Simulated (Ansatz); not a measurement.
Starting cell, TiAl (CuAu type, space group P4/mmm):

```xyz
2
Lattice="2.8243 0.0000 0.0000 0.0000 2.8243 0.0000 0.0000 0.0000 4.0707" Properties=species:S:1:pos:R:3 pbc="T T T"
Al     1.4121     1.4121     2.0354
Ti     0.0000     0.0000     0.0000
```

In each cell atom 2 (Ti, nearest neighbour Ti at 2.824 Å; its periodic images, 2.8 Å or more away, move with it) moves by s·(0.577, 0.577, 0.577) (along Cartesian [111]), the rest being held.

Computed with PBE (plane waves to 420 eV, PAW, scalar-relativistic; Ansatz, an electronic-structure program). k mesh 13×13×9 (Γ-centred), Fermi-Dirac smearing 0.05 eV. E stands for the smeared free energy. With partly filled bands, energies and forces of such displacements shift with the k mesh and the smearing. TiAl is run without spin polarisation. TiAl was relaxed with its symmetry unable to fall. The zero of ΔE is the undisplaced structure. The last digit holds for this mesh only.

```json
[
 {"s (Å)": "-0.560", "ΔE (meV/cell)": "928.2"},
 {"s (Å)": "-0.448", "ΔE (meV/cell)": "withheld"},
 {"s (Å)": "-0.336", "ΔE (meV/cell)": "292.5"},
 {"s (Å)": "-0.224", "ΔE (meV/cell)": "124.5"},
 {"s (Å)": "-0.112", "ΔE (meV/cell)": "30.3"},
 {"s (Å)": "0.000", "ΔE (meV/cell)": "0.0"},
 {"s (Å)": "0.112", "ΔE (meV/cell)": "30.3"},
 {"s (Å)": "0.224", "ΔE (meV/cell)": "124.5"},
 {"s (Å)": "0.336", "ΔE (meV/cell)": "292.5"},
 {"s (Å)": "0.448", "ΔE (meV/cell)": "withheld"},
 {"s (Å)": "0.560", "ΔE (meV/cell)": "928.2"}
]
```

Problem. Fit an even polynomial form (powers 2, 4) to the given rows and predict ΔE at s = -0.448.

Solution. Least squares on the 9 given rows: ΔE = (2385)·s² + (1832)·s⁴, in meV/cell with s in Å; root-mean-square residual 0.13 meV/cell. At -0.448 the fit gives 552.5 meV/cell; the calculation gives 552.0 meV/cell, so the interpolation is off by 0.5 (+0.1 %). The quadratic term alone would give 478.7 meV/cell.

(A displaced cell: forces are minus the slopes of the energy, force constants its curvatures, and phonons follow from these.)
